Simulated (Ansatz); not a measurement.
Li$_{2}$S (anti-fluorite, Fm-3m), DFT-LDA in the program Ansatz with PAW potentials. The conduction-band minimum lies at X, with 3 equivalent valleys. Second derivatives d²E/dk² of the lowest band at one valley (eV·Å²), along Cartesian directions:

| direction | d²E/dk² |
|---|---|
| [100] | 12.38 |
| [010] | 23.72 |
| [001] | 23.72 |
| [110] | 18.05 |
| [101] | 18.05 |
| [011] | 23.71 |

Q: Find the principal effective masses, the density-of-states mass and the conductivity mass.

A: Off-diagonal terms follow from H_xy = H[110] − (H_xx + H_yy)/2, and m*/mₑ = 7.620 eV·Å² over each eigenvalue: 0.32, 0.32, 0.62. One valley's DOS mass (m₁m₂m₃)^(1/3) = 0.40, conductivity mass 3/(Σ 1/mᵢ) = 0.38 mₑ.

Q: What effective density of states Nc follows at 300 K for parabolic valleys?

A: Nc = 2.509e19 × 3 × (0.40)^(3/2) ≈ 1.9e19 cm⁻³.

The LDA relaxation kept the symmetry of its start.

Potentials: the later of the program's two PAW sets.

Edges and masses are those of Kohn–Sham bands, whose gap is no quasiparticle gap.
